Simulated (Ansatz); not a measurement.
Input and command of a calculation in Ansatz (plane waves; scalar-relativistic PAW potentials unless the input names others):

```yaml
crystal:
  lattice:
    - [-4.2699274964, 0.0, 0.0]
    - [0.0, -4.2699274964, 0.0]
    - [0.0, 0.0, 10.5936027463]
  atoms:
    - { symbol: Ca, position: [0.5, 0.5, 0.2983222135] }
    - { symbol: Ca, position: [1.0, 0.0, 0.7747230654] }
    - { symbol: Ge, position: [0.0, 0.0, 0.1803390539] }
    - { symbol: Ge, position: [0.5, 0.5, 0.6567399058] }
    - { symbol: Ge, position: [0.0, 0.0, 0.4163053731] }
    - { symbol: Ge, position: [0.5, 0.5, 0.892706225] }
    - { symbol: Pd, position: [0.5, 1.0, 0.5365226394] }
    - { symbol: Pd, position: [0.0, 0.5, 0.0601217875] }
    - { symbol: Pd, position: [1.0, 0.5, 0.5365226394] }
    - { symbol: Pd, position: [0.5, 0.0, 0.0601217875] }
basis:
  ecutwfc: 420
  precision: f64
kpoints:
  mp_grid: { grid: [11, 11, 5] }
hamiltonian:
  xc: pbesol
  hubbard: { sites: [{ species: Pd, l: d, u_eff: 5.0 }], double_counting: fll }
scf:
  occupations: { method: gaussian, width: 0.15 }
  eigensolver: { kind: davidson }
output:
  forces: true
  eigenvalues: true
  stress: true
```

```bash
ansatz run input.yaml --threads 2 --pin off --max-ram 5120MiB --backend cpu --events-out ev --progress --plain --runs-dir out
```

Abridged log:
```
Basis set: ecut = 420 eV, 3763 PW (Γ), exchange–correlation on 60×60×144 points (8 copies of the dense FFT grid, shifted against one another)
Bands: 89, of which v1, the nominal top of the filled ones, is band 74 counted from 1 (73 counted from 0)
Symmetry: 8 space group operations
k-points: 63 of 605 (time reversal used)
SCF iter   1: F=—  HF=-48254.513998 eV  |F-HF|=—  |Δ(HF+E_count)|=         —  Δρ=2.37e-1  dr2=2.32e2  ethr=1.00e-1  ⟨swp⟩=6.4  Hψ=17832  notcnv=0
SCF iter   2: F=—  HF=-48230.735815 eV  |F-HF|=—  |Δ(HF+E_count)|=    2.38e1  Δρ=7.31e-2  dr2=7.12e0  ethr=4.78e-3  ⟨swp⟩=3.3  Hψ=25809  notcnv=0  defer=2
SCF iter   3: F=—  HF=-48229.705270 eV  |F-HF|=—  |Δ(HF+E_count)|=    1.03e0  Δρ=2.60e-2  dr2=1.62e0  ethr=4.78e-3  ⟨swp⟩=3.1  Hψ=12840  notcnv=0
SCF iter   4: F=—  HF=-48229.560651 eV  |F-HF|=—  |Δ(HF+E_count)|=   1.45e-1  Δρ=7.07e-3  dr2=3.43e-1  ethr=1.09e-3  ⟨swp⟩=5.3  Hψ=14792  notcnv=0  defer=27
SCF iter   5: F=—  HF=-48229.498986 eV  |F-HF|=—  |Δ(HF+E_count)|=   6.17e-2  Δρ=4.34e-3  dr2=1.36e-1  ethr=2.32e-4  ⟨swp⟩=3.8  Hψ=11406  notcnv=0  defer=21
SCF iter   6: F=—  HF=-48229.479904 eV  |F-HF|=—  |Δ(HF+E_count)|=   1.91e-2  Δρ=2.74e-3  dr2=4.25e-2  ethr=9.18e-5  ⟨swp⟩=4.1  Hψ=11720  notcnv=0  defer=9
SCF iter   7: F=—  HF=-48229.471900 eV  |F-HF|=—  |Δ(HF+E_count)|=   8.00e-3  Δρ=9.38e-4  dr2=4.10e-3  ethr=2.87e-5  ⟨swp⟩=4.3  Hψ=12144  notcnv=0  defer=13
SCF iter   8: F=—  HF=-48229.471080 eV  |F-HF|=—  |Δ(HF+E_count)|=   8.21e-4  Δρ=4.52e-4  dr2=7.77e-4  ethr=2.77e-6  ⟨swp⟩=4.0  Hψ=12691  notcnv=0  defer=6
SCF iter   9: F=—  HF=-48229.470823 eV  |F-HF|=—  |Δ(HF+E_count)|=   2.57e-4  Δρ=1.61e-4  dr2=8.46e-5  ethr=5.25e-7  ⟨swp⟩=3.9  Hψ=12116  notcnv=0  defer=4
SCF iter  10: F=—  HF=-48229.470807 eV  |F-HF|=—  |Δ(HF+E_count)|=   1.53e-5  Δρ=5.36e-5  dr2=9.14e-6  ethr=5.72e-8  ⟨swp⟩=4.4  Hψ=12647  notcnv=0  defer=3
SCF iter  11: F=—  HF=-48229.470807 eV  |F-HF|=—  |Δ(HF+E_count)|=   5.07e-7  Δρ=2.00e-5  dr2=8.29e-7  ethr=6.17e-9  ⟨swp⟩=3.0  Hψ=12074  notcnv=0  defer=1
SCF iter  12: F=—  HF=-48229.470806 eV  |F-HF|=—  |Δ(HF+E_count)|=   6.00e-7  Δρ=8.35e-6  dr2=3.24e-7  ethr=5.60e-10  ⟨swp⟩=4.0  Hψ=13527  notcnv=0  defer=1
SCF iter  13: F=-48229.470806 eV  HF=-48229.470806 eV  |F-HF|=6.58e-8  |Δ(HF+E_count)|=   5.93e-8  Δρ=3.84e-6  dr2=8.84e-8  ethr=2.19e-10  ⟨swp⟩=3.0  Hψ=10999  notcnv=0
the search or the solves at the SCF's close seem to have found levels that the self-consistency loop had missed (the run counts 1). By its estimate they hold under 1e-12 electrons; where the run keeps them, the occupations were computed again with them
SCF 1 converged in 13 iterations: F = -48229.470806 eV  dr2 = 8.84e-8
  Residual-converged pass: ⟨swp⟩=3.0  Hψ=11819  notcnv=0  max |occ|·‖R‖ = 6.3e-6 eV (tolerance 6.7e-6 eV) dr2=8.60e-8  dr2_onsite=3.36e-9  max |Δocc| = 3.4e-8
SCF converged after 13 iterations
Free energy (F): -48229.470806 eV
Harris-Foulkes:  -48229.470806 eV  (|F-HF|=6.58e-8)
Internal energy: -48229.408248 eV  (E = F + TS)
E sigma→0 (E₀):  -48229.439527 eV
Entropy (-TS):   -0.062558 eV (-6.256 meV/atom)
Fermi energy:    12.184974 eV
--- Forces (eV/Å), atoms counted from 1 ---
  atom   1  Ca     0.00000000     0.00000000    -0.17900946
  atom   2  Ca     0.00000000     0.00000000     0.32072361
  atom   3  Ge     0.00000000     0.00000000    -0.11129419
  atom   4  Ge     0.00000000     0.00000000     0.55058749
  atom   5  Ge     0.00000000     0.00000000    -0.25864335
  atom   6  Ge     0.00000000     0.00000000     1.21676065
  atom   7  Pd     0.00000000     0.00000000    -0.01004465
  atom   8  Pd     0.00000000     0.00000000    -0.75957428
  atom   9  Pd     0.00000000     0.00000000    -0.01004465
  atom  10  Pd     0.00000000     0.00000000    -0.75957428
--- Stress (GPa, compression-positive) ---
       -1.714938       0.000000       0.000000
        0.000000      -1.714938       0.000000
        0.000000       0.000000      -6.109790
  P = ⅓ Tr σ = -3.1799 GPa (-31.799 kbar)
Occupation matrices written to <dir>
```

Apart from outputs and empty bands, the input differs from a reference run on usual settings in scf.eigensolver.kind: not typed → "davidson"; basis.precision: not typed → "f64"; hamiltonian.hubbard: not typed → {"sites": [{"species": "Pd", "l": "d", "u_eff": 5.0}], "double_counting": "fll"}. The reference, at the same geometry (not necessarily relaxed), gave pressure -4.24 GPa, largest force 1.741 eV/Å, no gap on the mesh. This run converged in 13 SCF iterations (reference: 9) with an energy at zero smearing 534 meV/atom above the reference's (the Hamiltonian itself differs), pressure -3.18 GPa, largest force 1.217 eV/Å, no gap on the mesh.

It took 91 s on 2 threads of Intel(R) Xeon(R) CPU @ 2.80GHz (Skylake/Cascade Lake), with other jobs on the host, peak memory 1.4 GiB.